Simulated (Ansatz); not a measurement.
**NbRu$_{3}$: reading a single point**

```
Nb Ru
1.0
     3.92358    0.00000    0.00000
     0.00000    3.92358    0.00000
     0.00000    0.00000    3.92358
Nb Ru
1 3
Direct
  0.00000 0.00000 0.00000
  0.00000 0.50000 0.50000
  0.50000 0.00000 0.50000
  0.50000 0.50000 0.00000
```

Level: r2SCAN, no spin polarisation; 500 eV; 7×7×7 Γ-centred mesh; cold occupations (width 0.0111 eV); Ansatz 0.2.0, fixed geometry.

(1) Describe some of the short contacts.

(2) Which element gives electrons and which takes them?

(3) Metal or insulator?

(4) What is the formation energy?

(5) What does the stress say?

Origin: a database entry at a rescaled volume. Caveats: atoms or cell far from equilibrium.

Answers

(1) Nb–Ru at 2.77 Å: least valence density 0.33 e/Å³ and ELF 0.24 there. Ru–Ru at 2.77 Å: least valence density 0.34 e/Å³ and ELF 0.31 there. Both are smooth PAW fields, read partly inside the augmentation spheres.

(2) Bader charges in e: Nb +1.37, Ru -0.46. In the mean Nb gives up most and Ru takes most.

(3) It is a metal, with about 4.6 states/eV a cell as the mean within 0.25 eV of the Fermi level, mostly Ru d (73 %) and Nb d (15 %).

(4) -0.13 eV an atom against the elements' usual phases (free molecules for gases, crystals otherwise, with no correction for O₂ or N₂), so it is bound against them; other compounds may still compete. Relaxing would lower it.

(5) The pressure is -10.5 GPa (compression positive), so with the atoms held at these fractions the cell would first shrink.
